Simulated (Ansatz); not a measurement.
Polymorphs of SrO, each relaxed with plane-wave PAW r²SCAN (Ansatz code):

A: rock salt (Fm-3m)
a = b = c = 5.160 Å, α = β = γ = 90.00°

```tsv
atom	site	symmetry	x	y	z
Sr	4a	m-3m	0.0000	0.0000	0.0000
O	4b	m-3m	0.5000	0.5000	0.5000
```

B: P6_3/mmc
a = b = 4.270 Å, c = 5.144 Å, α = β = 90.00°, γ = 120.00°

```json
[
 {"atom": "Sr", "site": "2d", "symmetry": "-6m2", "x": "0.6667", "y": "0.3333", "z": "0.2500"},
 {"atom": "O", "site": "2c", "symmetry": "-6m2", "x": "0.3333", "y": "0.6667", "z": "0.2500"}
]
```

### Question
Order them by energy per atom at 0 K (lowest first) at the level r²SCAN.

### Answer
A (+0 meV/atom), B (+86 meV/atom)

### Question
Give each one's gap.

### Answer
A 3.80 eV; B 3.03 eV.

Not the usual ambient phase: B. All cells were relaxed under the symmetry of their starts (and spin orders); stability against distortions was not tested throughout. Spin–orbit coupling is left out wherever it is not named.

Energies hold the estimated change up to a 700 eV cutoff; steps of a few meV lie near the error of the meshes.

Potentials: the later of the program's two PAW sets.
